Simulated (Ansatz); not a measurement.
A structure of La2O3 relaxed with PBEsol (plane waves to 420 eV, PAW, scalar-relativistic; Ansatz, a program for electronic structure); single points at other levels follow on the same geometry (Ansatz, PAW; HSE06 at 420 eV on a 6×6×4 k-mesh; no spin-orbit coupling). Space group P-3m1 (No. 164).

```yaml
crystal:
  lattice:
    - [3.90664, 0.00000, 0.00000]
    - [-1.95332, 3.38325, 0.00000]
    - [0.00000, 0.00000, 6.03965]
  atoms:
    - { symbol: O, position: [0.00000, 0.00000, 0.00000] }
    - { symbol: O, position: [0.33333, 0.66667, 0.64605] }
    - { symbol: O, position: [0.66667, 0.33333, 0.35395] }
    - { symbol: La, position: [0.33333, 0.66667, 0.24536] }
    - { symbol: La, position: [0.66667, 0.33333, 0.75464] }
```

```csv
level,gap (eV),kind,conduction minimum
PBEsol,3.77,indirect,K
HSE06,…,–,…
```

Q: Some entries are withheld; supply them.

A: 
- HSE06, gap (eV): 5.30
- HSE06, conduction minimum: K

HSE06 gaps come from a coarse mesh plus a few chosen points, so they may be too large. No spin polarisation in the result.

The run could not lose the symmetry of its start.

The first start was generated by placing the elements on the sites of a structure type. Materials Project lists a structure of La2O3 in the same space group, P-3m1 (No. 164); the sites were not compared with it, nor with measured phases.
